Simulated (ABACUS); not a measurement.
ABACUS run on TaAs (I4_1md, 4 atoms in the cell; from Materials Project mp-1936, changed as shown): self-consistent single point.

Computed with PBE, PseudoDojo 0.5 standard norm-conserving PBE (tails mended) pseudopotentials (plane waves; ABACUS).

The change in words: volume scaled by 1.02. Reference geometry (I4_1md):
```xyz
4
Lattice="-1.7218 1.7218 5.8679 1.7218 -1.7218 5.8679 1.7218 1.7218 -5.8679" Properties=species:S:1:pos:R:3 pbc="T T T"
Ta     1.7218     0.0000     5.8676
Ta     0.0000     0.0000     8.8016
As     1.7218     0.0000     0.9697
As     0.0000     0.0000     3.9037
```

Reference input (self-consistent single point, DFT, PBE, plane waves, PseudoDojo 0.5 standard norm-conserving PBE (tails mended) pseudopotentials): KPT = Gamma 6 6 6 0 0 0; basis_type = pw; ecutwfc = 84 Ry; smearing_method = fd; smearing_sigma = 0.00734986 Ry; potentials = PseudoDojo 0.5 standard norm-conserving PBE (tails mended); symmetry = 1; ks_solver = dav; scf_nmax = 100; scf_thr = 1.0e-09 Ry; mixing_type = broyden; mixing_beta = 0.7. This run's input differs from it in these lines:

```diff
@@ -26,5 +26,5 @@
 LATTICE_VECTORS
-  -1.7218150000    1.7218150000    5.8679400000
-   1.7218150000   -1.7218150000    5.8679400000
-   1.7218150000    1.7218150000   -5.8679400000
+  -1.7332190000    1.7332190000    5.9068030000
+   1.7332190000   -1.7332190000    5.9068030000
+   1.7332190000    1.7332190000   -5.9068030000
 
@@ -36,4 +36,4 @@
 2
-   1.7218150000    0.0000000000    5.8675879236 1 1 1
-   0.0000000000   -0.0000000000    8.8015579236 1 1 1
+   1.7332190000    0.0000000000    5.9064485918 1 1 1
+  -0.0000000000    0.0000000000    8.8598500918 1 1 1
 
@@ -42,4 +42,4 @@
 2
-   1.7218150000    0.0000000000    0.9697357644 1 1 1
-   0.0000000000   -0.0000000000    3.9037057644 1 1 1
+   1.7332190000    0.0000000000    0.9761582638 1 1 1
+  -0.0000000000    0.0000000000    3.9295597638 1 1 1
 # file: KPT
```

Output (repeated stretches shortened):

```
 SELF-CONSISTENT
 -------------------------------------------

                                 init_chg = atomic

 PW ALGORITHM --------------- ION=   1  ELEC=   1--------------------------------

 Notice: Threshold on eigenvalues was too large.

 Density error is 0.0946553605781
                          Error Threshold = 0.000171993929416
 E_KohnSham     -684.8140645852      -9317.3733488993
 E_Fermi        1.2545504273         17.0690342392

 PW ALGORITHM --------------- ION=   1  ELEC=   2--------------------------------

 Density error is 0.0256001838515
                          Error Threshold = 0.000169027429604
   [... lines left out ...]

 Density error is 6.53639597486e-09
                          Error Threshold = 5.16066858543e-10
 E_KohnSham     -684.8400903306      -9317.7274473311
 E_Fermi        1.2293205920         16.7257647195

 PW ALGORITHM --------------- ION=   1  ELEC=   8--------------------------------

 Density error is 1.77333308055e-10
                          Error Threshold = 1.16721356694e-11
 E_KohnSham     -684.8400903333      -9317.7274473672
 E_KS(sigma->0) -684.8390247216      -9317.7129489763
 E_entropy(-TS) -0.0021312234        -0.0289967818
 E_Fermi        1.2293170815         16.7257169568
 charge density convergence is achieved
 final etot is -9317.7274474 eV
 EFERMI = 16.725716957 eV

 STATE ENERGY(eV) AND OCCUPATIONS    NSPIN == 1
   [... 35 lines left out ...]

 TOTAL-FORCE (eV/Angstrom)
                       Ta1         0.0000000000         0.0000000000         0.0153110141
                       Ta2         0.0000000000         0.0000000000         0.0153110141
                       As1         0.0000000000         0.0000000000        -0.0153110141
                       As2         0.0000000000         0.0000000000        -0.0153110141

 TOTAL-STRESS (KBAR)
        -9.9000402747        -0.0000000000        -0.0000000000
        -0.0000000000        -9.9000402747         0.0000000000
        -0.0000000000        -0.0000000000       -12.3856582288
 TOTAL-PRESSURE: -10.728580 KBAR

 --------------------------------------------
 !FINAL_ETOT_IS -9317.7274473672077875 eV
 --------------------------------------------
```

The run converged in 8 iterations. Against the reference run the free energy goes down by 1.5 meV/atom, the pressure goes from 2.49 to -1.07 GPa and the largest force goes from 0.024 to 0.015 eV/Å.

Spin-orbit coupling is left out, which matters for bands and gaps with elements this heavy. The structure comes from a collection of computed structures, made at another level of theory; the collection holds predicted forms beside known ones. No clean gap shows at this smearing width and mesh (spacing up to 0.43 Å⁻¹); the mesh is coarse for partly filled bands, so the values carry mesh errors.

Cost on one core: roughly 6 core-minutes.

“Tails mended”: in these copies of the files the far tail of each local potential was reset to the Coulomb form.
